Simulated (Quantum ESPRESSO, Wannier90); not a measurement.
# Wannier functions of BaNaH₆Ir (F-43m)

```
begin unit_cell_cart
ang
    0.0000000000    3.9225500000    3.9225500000
    3.9225500000    0.0000000000    3.9225500000
    3.9225500000    3.9225500000    0.0000000000
end unit_cell_cart
begin atoms_frac
Na  -0.2500000000 -0.2500000000 -0.2500000000
Ba   0.2500000000  0.2500000000  0.2500000000
H   -0.2150300000  0.2150300000  0.2150300000
H   -0.2150300000 -0.2150300000  0.2150300000
H    0.2150300000 -0.2150300000 -0.2150300000
H    0.2150300000  0.2150300000 -0.2150300000
H    0.2150300000 -0.2150300000  0.2150300000
H   -0.2150300000  0.2150300000 -0.2150300000
Ir   0.0000000000  0.0000000000  0.0000000000
end atoms_frac
```

Materials Project entry mp-1182061; symmetrised, unrelaxed at this level. Not found in the COD (Crystallography Open Database) copy used; not checked further. Computed values, not measurements, from LDA: Quantum ESPRESSO (norm-conserving PseudoDojo potentials, cutoff 71 Ry, no spin polarisation, no spin-orbit coupling) on a Γ-centred 4×4×4 mesh, then Wannier90. Density: 8×8×8 mesh, cold smearing 0.01 Ry. Spin-orbit coupling is left out although heavy elements are present.

Bands 10-12 form an isolated set from -10.76 to -10.54 eV relative to the valence-band maximum (on the path) and are turned into 3 Wannier functions by minimising the spread from the start: atomic waves Ba 5p.

Centres (Cartesian, Å; one of the equivalent choices) and spreads:

```tsv
n	x	y	z	spread (Å²)	nearest atom
1	1.961	1.961	1.961	1.353	Ba2
2	1.961	1.961	1.961	1.353	Ba2
3	1.961	1.961	1.961	1.353	Ba2
```

Ω_I = 4.04 Å², Ω_total = 4.06 Å²; the interpolated bands follow pw.x to 0.1 meV rms on the path. Only this start was tried; a symmetric start can stop on a saddle, and mixtures of these functions could lower the total by at most Ω_total − Ω_I.
